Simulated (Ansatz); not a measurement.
**Equation of state of CsZn4As3**

A database entry relaxed whole under r2SCAN (P4/mmm):

```
Cs Zn As
1.0
     4.17561    0.00000    0.00000
     0.00000    4.17561    0.00000
     0.00000    0.00000   10.68661
Cs Zn As
1 4 3
Cartesian
  0.0000 0.0000 5.3433
  0.0000 2.0878 1.6296
  2.0878 0.0000 1.6296
  0.0000 2.0878 9.0570
  2.0878 0.0000 9.0570
  2.0878 2.0878 2.9841
  2.0878 2.0878 7.7025
  0.0000 0.0000 0.0000
```

The cell was scaled uniformly, its shape held, and the atoms relaxed at each volume with plane-wave PAW DFT (Ansatz 0.2.0; r2SCAN, 500 eV, 8×8×3 Γ-centred mesh, fermi-dirac occupations of width 0.100 eV; no spin, no spin-orbit coupling). One row is withheld.

| volume (Å³/atom) | energy over the lowest (meV/atom) | pressure (GPa) |
| --- | --- | --- |
| 21.894 | 11.4 | 2.82 |
| 22.359 | ? | ? |
| 22.825 | 1.1 | 0.83 |
| 23.291 | 0.0 | 0.01 |
| 23.757 | 1.1 | -0.73 |
| 24.223 | 4.3 | -1.38 |
| 24.689 | 9.2 | -1.96 |

Problem. Fit the pressures of the other rows to the third-order Birch-Murnaghan form.

Solution. With f = [(V₀/V)^(2/3) − 1]/2 and P = 3B₀f(1 + 2f)^(5/2)[1 + 3(B₀′ − 4)f/2], least squares gives V₀ = 23.29 Å³ an atom, B₀ = 39 GPa and B₀′ = 5.0; the rows miss the fit by less than 0.01 GPa. The slope of the energies differs from these pressures by less than 0.05 GPa.

Problem. What does the withheld row hold?

Solution. The fit gives 1.77 GPa at 22.359 Å³; the run gave 1.77 GPa and 4.8 meV an atom.

Caveats: the shape of the cell was held, so B₀ is an upper bound where the axes differ in stiffness; 0 K, fixed nuclei; the symmetry was kept, and this need not be the phase that is stable at 0 K; one mesh for all volumes; pressure is positive in compression.
